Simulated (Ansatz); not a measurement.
## Band table of Rh (sc type)

```xyz
1
Lattice="2.3942 0.0000 0.0000 0.0000 2.3942 0.0000 0.0000 0.0000 2.3942" Properties=species:S:1:pos:R:3 pbc="T T T"
Rh    0.0000    0.0000    0.0000
```

The cell comes from a relaxation on PAW files under the same functional, begun from a prototype that needn't be the stable phase.

Computed with Ansatz 0.2.0; functional LDA, scalar-relativistic. Settings: a Γ-centred 17×17×17 k mesh, Fermi–Dirac smearing of 0.08 eV, no spin polarisation. Methods: PAW: frozen-core files, cutoff 420 eV.

This run: volume at 0.9 of the series' base cell.

The PAW files were made under PBE. The structure type is held throughout; the real material can change phase at far lower pressure.

Path points, in fractions of the reciprocal vectors: Γ (0.000, 0.000, 0.000), X (0.000, 0.500, 0.000), M (0.500, 0.500, 0.000), R (0.500, 0.500, 0.500). The distance column jumps between branches of the path. Levels in eV from the Fermi level; bands 5 to 11, counted from the lowest band of the run. The gap is zero, the pressure 31.5 GPa.

```
# k(1/Å) point b5 b6 b7 b8 b9 b10 b11
0.000 Γ -8.00 -6.51 -6.51 1.04 1.04 1.04 17.84
0.164 - -7.87 -6.48 -6.37 0.91 0.91 1.05 17.05
0.328 - -7.52 -6.40 -5.94 0.54 0.54 1.08 15.32
0.492 - -7.07 -6.28 -5.17 0.04 0.04 1.13 13.38
0.656 - -6.59 -6.13 -4.10 -0.51 -0.51 1.18 11.54
0.820 - -6.12 -5.97 -2.87 -1.02 -1.02 1.23 9.93
0.984 - -5.83 -5.70 -1.69 -1.43 -1.43 1.28 8.66
1.148 - -5.74 -5.40 -1.69 -1.69 -0.81 1.31 7.84
1.312 X -5.71 -5.30 -1.78 -1.78 -0.48 1.32 7.55
1.476 - -5.62 -5.13 -2.47 -1.76 0.22 1.20 7.55
1.640 - -5.45 -4.54 -3.53 -1.70 0.88 1.29 7.53
1.804 - -5.28 -4.55 -3.53 -1.61 0.43 2.38 7.48
1.968 - -5.46 -5.09 -2.19 -1.51 -0.06 3.41 7.38
2.132 - -6.20 -4.89 -1.40 -0.63 -0.53 4.38 7.18
2.296 - -6.76 -4.72 -1.31 -0.90 0.99 5.21 6.83
2.460 - -7.11 -4.60 -1.25 -1.14 2.40 5.80 6.34
2.624 M -7.22 -4.56 -1.22 -1.22 3.06 6.03 6.03
2.856 - -6.99 -4.64 -1.18 -1.15 1.97 5.00 7.11
3.088 - -6.35 -4.88 -1.04 -0.93 0.14 2.84 8.94
3.320 - -5.57 -5.14 -1.67 -0.78 -0.59 0.59 10.82
3.552 - -5.79 -4.75 -3.30 -0.94 -0.42 -0.17 12.67
3.784 - -6.33 -5.25 -4.65 -0.86 0.04 0.28 14.46
4.016 - -7.05 -6.02 -5.66 0.04 0.52 0.67 16.02
4.248 - -7.73 -6.40 -6.30 0.77 0.90 0.94 17.18
4.480 Γ -8.00 -6.51 -6.51 1.04 1.04 1.04 17.84
4.764 - -7.60 -6.27 -6.27 0.74 0.81 0.81 17.30
5.048 - -6.51 -5.56 -5.56 0.07 0.11 0.11 16.50
5.332 - -5.26 -4.45 -4.45 -0.95 -0.95 -0.22 15.99
5.616 - -4.88 -3.28 -3.28 -1.91 -1.91 1.16 15.41
5.900 - -5.23 -3.86 -3.86 -0.84 -0.84 4.14 14.09
6.185 - -5.58 -4.86 -4.86 0.97 0.97 7.81 12.15
6.469 - -5.74 -5.54 -5.54 2.56 2.56 10.15 11.88
6.753 R -5.77 -5.77 -5.77 3.25 3.25 9.68 13.68
6.985 - -5.79 -5.65 -5.54 2.57 2.99 10.04 12.80
7.217 - -5.79 -5.30 -4.87 1.03 2.20 10.40 11.07
7.449 - -5.68 -4.74 -3.87 -0.73 0.94 8.90 9.53
7.681 - -5.36 -4.03 -2.87 -2.38 -0.40 6.83 8.49
7.912 - -4.78 -3.78 -3.25 -3.09 -0.48 4.69 7.89
8.144 - -4.83 -4.19 -3.90 -2.51 0.41 2.63 7.62
8.376 - -5.49 -5.01 -2.75 -1.98 0.74 1.08 7.55
8.608 X -5.71 -5.30 -1.78 -1.78 -0.48 1.32 7.55
10.464 R -5.77 -5.77 -5.77 3.25 3.25 9.68 13.68
10.628 - -5.84 -5.66 -5.66 2.78 3.24 9.87 13.36
10.792 - -6.02 -5.31 -5.31 1.61 3.22 10.41 12.52
10.956 - -6.28 -4.75 -4.75 0.12 3.19 11.22 11.35
11.120 - -6.56 -4.01 -4.01 -1.37 3.15 10.02 10.02
11.284 - -6.82 -3.14 -3.14 -2.68 3.12 8.65 8.65
11.448 - -7.04 -3.70 -2.26 -2.26 3.09 7.38 7.38
11.612 - -7.17 -4.34 -1.52 -1.52 3.07 6.41 6.41
11.776 M -7.22 -4.56 -1.22 -1.22 3.06 6.03 6.03
```
